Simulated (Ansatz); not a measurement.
HfC (rock salt, Fm-3m) under volume change, the program Ansatz at the PBEsol level (PAW), scaled uniformly.

```json
[
 {"V (Å³/atom)": "11.121", "E − E(relaxed) (meV/atom)": "89.4", "P (GPa)": "28.17"},
 {"V (Å³/atom)": "11.487", "E − E(relaxed) (meV/atom)": "37.7", "P (GPa)": "17.33"},
 {"V (Å³/atom)": "11.854", "E − E(relaxed) (meV/atom)": "9.0", "P (GPa)": "8.01"},
 {"V (Å³/atom)": "12.220", "E − E(relaxed) (meV/atom)": "0.0", "P (GPa)": "0.00"},
 {"V (Å³/atom)": "12.587", "E − E(relaxed) (meV/atom)": "8.1", "P (GPa)": "-6.91"},
 {"V (Å³/atom)": "12.954", "E − E(relaxed) (meV/atom)": "30.9", "P (GPa)": "-12.86"},
 {"V (Å³/atom)": "13.320", "E − E(relaxed) (meV/atom)": "66.4", "P (GPa)": "-18.00"}
]
```

Question: What does a third-order Birch–Murnaghan fit give for V₀, B₀ and B′?

Answer: V₀ = 12.22 Å³/atom, B₀ = 248 GPa, B′ = 4.0.

The PBEsol relaxation kept the symmetry of its start; of distortions, only those at the zone centre were tested. The run is not spin-polarised. Scalar-relativistic: spin–orbit coupling is off unless named, which matters more the heavier the elements.

Potentials: the later of the program's two PAW sets.
